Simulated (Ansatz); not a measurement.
Surface calculation: fcc Ag (111), 5 layers

The slab is cut from the fcc crystal, the stable phase, as relaxed on PAW files (16.00 Å³/atom), with 16 Å of vacuum and a dipole correction:

```xyz
5
Lattice="2.8284 0.0000 0.0000 -1.4142 2.4495 0.0000 0.0000 0.0000 25.2377" Properties=species:S:1:pos:R:3 pbc="T T T"
Ag    2.1213    0.4083    8.0000
Ag   -0.7071    2.0413   10.3094
Ag    0.7071    1.2248   12.6189
Ag    2.1213    0.4083   14.9283
Ag   -0.7071    2.0413   17.2377
```

Level of theory: DFT with LDA, scalar-relativistic, in Ansatz 0.2.0; a Γ-centred 13×13×1 k mesh, Fermi–Dirac smearing of 0.05 eV, no spin polarisation. LAPW: all electrons, basis error target 1 meV/atom; PAW: frozen-core files, cutoff 420 eV.

The bulk energy comes from a cell in the slab's orientation on a 13×13×5 mesh. The surface energy is (E(slab) − N·E(bulk))/2A at zero smearing, the mean of both faces; thin slabs carry quantum-size effects.

The PAW files were made under PBE.

Problem. As cut, the LAPW slab lies 1.007 eV above 5 atoms of bulk. What surface energy is that?

Solution. Over two faces of 6.93 Å² it is 72.7 meV/Å², and times 16.02 J/m² per eV/Å² that gives γ = 1.165 J/m².

```tsv
method	γ as cut (J/m²)	γ relaxed (J/m²)	Φ as cut (eV)	Φ relaxed (eV)
LAPW	1.165	1.165	4.88	4.88
```

Problem. How do the spacings between the planes relax?

Solution. From the bottom face up: d12 -0.2 % of 2.309 Å, d23 +0.1 % of 2.309 Å, d34 +0.1 % of 2.309 Å, d45 -0.2 % of 2.309 Å.

Problem. A field of 0.1 V/Å is applied along the normal, atoms held. What follows?

Solution. LAPW finds an induced dipole of 0.0479 e·Å a cell (PAW 0.0479), that is 12.52 Å for 4πα over the area, against 9.24 Å between the outer atoms.

Problem. A 3d core hole is made on one atom of each kind in every 1×1 cell (PAW hole dataset, neutral cell, valence without spin). What does it cost by layer?

Solution. layer 1 368.30 eV, layer 2 368.60 eV, layer 3 368.58 eV. Shifts between layers mean more than the absolute values, and a whole layer of holes screens otherwise than one hole.

Problem. In the relaxed 1×1 cell, replace the outer, then the middle Ag by Cd, which changes a whole layer. What shift does this Z+1 picture give?

Solution. E(outer) − E(middle) = -0.27 eV by LAPW and -0.27 eV by PAW; a positive value puts the surface line at higher binding energy.
